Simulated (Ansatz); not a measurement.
BeF2:
```xyz
9
Lattice="4.6792 0.0000 0.0000 -2.3396 4.0523 0.0000 0.0000 0.0000 5.1366" Properties=species:S:1:pos:R:3 pbc="T T T"
Be     2.1666     0.0000     1.7122
Be    -1.0833     1.8763     3.4244
Be     1.2563     2.1760     0.0000
F      1.2781     1.1301     1.1449
F      3.0614     0.5418     2.8571
F      2.6792     2.3803     4.5693
F      0.3397     1.6720     3.9917
F     -1.0614     2.9221     2.2795
F      0.7218     3.5104     0.5673
```

Relaxed with r²SCAN.

Map the valence electron density (e/Å³), cut off at 0.6 on the plane through (0.463, 0.000, 0.333) spanned by u = [0, 0, 1] and v = [1, -1, 0] in lattice vectors, from r²SCAN (plane waves, PAW; program Ansatz).

x is the fraction of u, y of v (the angle between them is 90°; rows are the nearest grid lines); atoms in the plane: Be at (0.00, 0.00), Be at (0.33, 0.54), F at (0.56, 0.41), F at (0.78, 0.13).
```
y \ x   0.000  0.0769  0.192  0.269  0.346  0.462  0.538  0.654  0.731  0.808  0.923   1.00
------  -----  ------  -----  -----  -----  -----  -----  -----  -----  -----  -----  -----
1.00    0.040   0.158  0.246  0.172  0.075  0.015  0.015  0.075  0.172  0.246  0.158  0.040
0.925   0.313   0.136  0.063  0.038  0.020  0.008  0.007  0.026  0.092  0.283  0.548  0.313
0.850   0.600   0.147  0.022  0.019  0.030  0.044  0.033  0.055  0.250  0.600  0.600  0.600
0.775   0.325   0.076  0.024  0.077  0.285  0.600  0.309  0.074  0.152  0.528  0.600  0.325
0.700   0.039   0.020  0.040  0.187  0.600  0.600  0.600  0.091  0.038  0.053  0.066  0.039
0.625   0.018   0.032  0.072  0.162  0.446  0.600  0.325  0.046  0.014  0.009  0.011  0.018
0.550   0.071   0.150  0.210  0.121  0.057  0.199  0.169  0.069  0.025  0.011  0.025  0.071
0.450   0.132   0.283  0.255  0.155  0.240  0.600  0.600  0.600  0.269  0.045  0.042  0.132
0.375   0.041   0.066  0.058  0.050  0.153  0.600  0.600  0.600  0.331  0.055  0.022  0.041
0.300   0.014   0.011  0.010  0.013  0.037  0.239  0.488  0.299  0.128  0.064  0.024  0.014
0.225   0.038   0.014  0.013  0.014  0.015  0.030  0.062  0.294  0.600  0.600  0.154  0.038
0.150   0.137   0.061  0.096  0.085  0.045  0.024  0.075  0.600  0.600  0.600  0.600  0.137
0.0750  0.193   0.186  0.355  0.285  0.118  0.025  0.051  0.600  0.600  0.600  0.600  0.193
0.000   0.040   0.158  0.246  0.172  0.075  0.015  0.015  0.075  0.172  0.246  0.158  0.040
```

The density is the valence pseudo-density with augmentation charge, so density and ELF within about 1 Å of a nucleus are not all-electron values.

Space group P3_121. The workflow started from an entry of the Crystallography Open Database (COD), which files this formula under 4 space groups. Whether it is the stable phase at ambient conditions was not checked. The cell was relaxed with r²SCAN under the symmetry of its start; whether a distortion lowers the energy is not shown.

Potentials: the later of the program's two PAW sets.
